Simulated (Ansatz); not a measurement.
BeSe (zinc blende, space group No. 216), a = 5.1286 Å, b = 5.1286 Å, c = 5.1286 Å, α = 90.00°, β = 90.00°, γ = 90.00°; the cell used has 2 atoms.

Relaxed with PBEsol. The program Ansatz at the PBEsol level (PAW) gives a gap of 2.47 eV.

Question: What gap does HSE06 give on the same cell (Ansatz, PAW)?

Answer: 3.45 eV, 0.98 eV more. The hybrid was solved on a coarser mesh and at special points; the gap given is the minimum over both.

| k | v1 PBEsol | c1 PBEsol | v1 HSE06 | c1 HSE06 |
|---|---|---|---|---|
| Γ | 0.00 | 4.29 | ___ | ___ |
| X | -2.70 | 2.47 | -2.92 | 3.45 |
| L | -1.09 | 4.29 | ___ | ___ |
| W | -3.37 | 6.03 | ___ | ___ |
| K | -2.26 | 3.63 | ___ | ___ |

Question: Top valence (v1) and lowest conduction level (c1) in eV from each method's valence maximum (which need not be a listed point): supply the withheld HSE06 values.

Answer: 
- K, v1 HSE06: -2.43
- K, c1 HSE06: 4.65
- W, v1 HSE06: -3.59
- W, c1 HSE06: 7.12
- Γ, v1 HSE06: 0.00
- Γ, c1 HSE06: 5.53
- L, v1 HSE06: -1.18
- L, c1 HSE06: 5.38

Cost on shared cores: the PBEsol run (SCF on a 9×9×9 mesh, then bands and DOS) about 13 core-seconds (a rough figure), the HSE06 run (SCF on 7×7×7, then a few points) very roughly 110 core-seconds; the tasks are unlike.

Space group F-43m (zinc blende). Symmetry was held in the PBEsol relaxation. Scalar-relativistic: spin–orbit coupling is off unless named, which matters more the heavier the elements.

Potentials: the earlier of the program's two PAW sets. The files were generated under PBE; for other functionals the program regenerates the frozen cores, and for LDA and PBEsol the local potential too.
